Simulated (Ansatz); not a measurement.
Equation of state of NbSi under PBE

```cif
data_structure
_symmetry_space_group_name_H-M 'P 1'
_symmetry_Int_Tables_number 1
_cell_length_a 3.1564
_cell_length_b 3.1564
_cell_length_c 3.1564
_cell_angle_alpha 90.000
_cell_angle_beta 90.000
_cell_angle_gamma 90.000
_cell_volume 31.45
loop_
_atom_site_label
_atom_site_type_symbol
_atom_site_fract_x
_atom_site_fract_y
_atom_site_fract_z
_atom_site_occupancy
Nb1 Nb 0.00000 0.00000 0.00000 1
Si1 Si 0.50000 0.50000 0.50000 1
```

The cell comes from a database or a generator and needn't be the stable form of this composition.

The cell was scaled at fixed shape and fractions and run with Ansatz, all-electron LAPW, scalar-relativistic; PBE, k mesh 8 × 8 × 8 on the cell of 2 atoms, fermi-dirac occupations of 0.05 eV, no spin polarisation, no spin-orbit coupling. Energies are those that the program minimises, any entropy of the smearing included. For a metal such a mesh isn't converged to the digits shown.

```tsv
V (Å³/atom)	energy over the lowest row (meV/atom)
14.7805	32.87
15.0950	?
15.4095	3.26
15.7240	0.00
16.0385	3.39
16.3529	12.71
16.6674	27.28
```

Problem. Fit the third-order Birch-Murnaghan form, give V0, B0 and B′, and predict the energy left open.

Solution. With y = (V0/V)^(2/3), E = E0 + (9 V0 B0/16) [(y - 1)³ B′ + (y - 1)² (6 - 4y)]. Least squares through the rows shown give V0 = 15.7146 Å³/atom, E0 = 0.01 meV, B0 = 169.0 GPa (1 eV/Å³ = 160.218 GPa) and B′ = 4.64, with a largest miss of 0.01 meV. At V = 15.0950 the form with these constants gives 13.91 meV; the run gave 13.94 meV an atom. Other set-ups at this level, from all their volumes (Å³/atom, GPa): Ansatz, Ansatz PAW (earlier soft set): V0 15.716, B0 169.2.
